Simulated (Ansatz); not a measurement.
Computed properties of BP

BP:
```
BP
1.0
    6.20402     0.00000     0.00000
    0.00000     3.21427     0.00000
    0.00000     0.00000     5.36376
B P
4 4
Cartesian
  1.01006   0.80357   2.14290
  2.09195   2.41070   4.82478
  5.19396   2.41070   3.22086
  4.11207   0.80357   0.53898
  5.19844   0.80357   2.10686
  4.10759   2.41070   4.78874
  1.00558   2.41070   3.25689
  2.09643   0.80357   0.57502
```

Space group Pnma (No. 62); conventional cell a = 6.204 Å, b = 3.214 Å, c = 5.364 Å, α = 90.00°, β = 90.00°, γ = 90.00°.

Method: DFT-PBE+D3(BJ) in the program Ansatz with PAW potentials. The cell and atoms are relaxed at this level. Other levels are named where they apply.

**Cell and energy**

```
Item                                                          Result
-----------------------------------------------------  -------------
Volume per atom                                             13.37 Å³
Density                                                   2.59 g/cm³
Formation energy from the elements (no fitted shifts)  -0.15 eV/atom
```

**Electronic structure**

```
Property                                                                                                 Result
----------------------------------------  ---------------------------------------------------------------------
Band gap                                                                                     0.68 eV (indirect)
Valence-band maximum                                                                                       at Γ
Conduction-band minimum                   at U (k = 0.500, 0.000, 0.500 in fractions of the reciprocal vectors)
Smallest direct gap on the standard path                                                                1.17 eV
Hole effective mass                                                             0.20 along y, 0.52 along z (mₑ)
```

**Mechanics**

```
Property                             Result
----------------------------------  -------
Bulk modulus (Birch–Murnaghan fit)  128 GPa
Pressure derivative B′                  2.3
```

The start of the workflow was typed in or built on a structure type; neither database checked (COD, Materials Project) lists it. It is not the phase usual at ambient conditions (space group No. 216). The cell was relaxed with PBE+D3(BJ) under the symmetry of its start; its stability against distortions is not shown here. The volume moved by 24 % from the start of the relaxation. The references are the lowest solids computed at this level, not always the standard phases.

Potentials: the later of the program's two PAW sets.
